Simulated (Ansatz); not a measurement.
**Ti: from a starting cell to a relaxed one**

The start is a generated cell, Ti built in the AFLOW prototype A_hR12_166_2h (as in B). The structure is fully relaxed (lattice and positions, P = 0) with r2SCAN (plane waves to 500 eV, PAW, scalar-relativistic; Ansatz, a first-principles code). The first steps use a coarse 5×5×5 k-mesh.

Initial structure:
```
Ti
1.0
    3.29666     1.90333     5.62679
   -3.29666     1.90333     5.62679
    0.00000    -3.80665     5.62679
Ti
12
Direct
  0.01040   0.65729   0.01040
  0.01040   0.01040   0.65729
  0.65729   0.01040   0.01040
  0.98960   0.34271   0.98960
  0.98960   0.98960   0.34271
  0.34271   0.98960   0.98960
  0.22060   0.63230   0.22060
  0.22060   0.22060   0.63230
  0.63230   0.22060   0.22060
  0.77940   0.36770   0.77940
  0.77940   0.77940   0.36770
  0.36770   0.77940   0.77940
```

* **Outcome**: The space group stays R-3m (No. 166) (the run could not lower it), with 12 atoms in the primitive cell
* **Energy released**: about 1.1 eV/atom
* **Volume change**: +14.7 %, from 17.65 to 20.25 Å³/atom
* **Band gap at the end**: no gap (metallic)
* **Optimiser moves**: 33

Final values are on a 8×8×8 k-mesh of the relaxed cell. The start holds a very short contact (Ti–Ti 2.30 Å). No spin polarisation in the result.

The run could not lose the symmetry of its start, so the end can be a saddle point.

The relaxed structure here is a generated cell of Ti: the first start was made by placing the elements on the sites of a structure type, and the end was not matched to a known phase here, so it may be hypothetical. Known forms of Ti include space group No. 194.
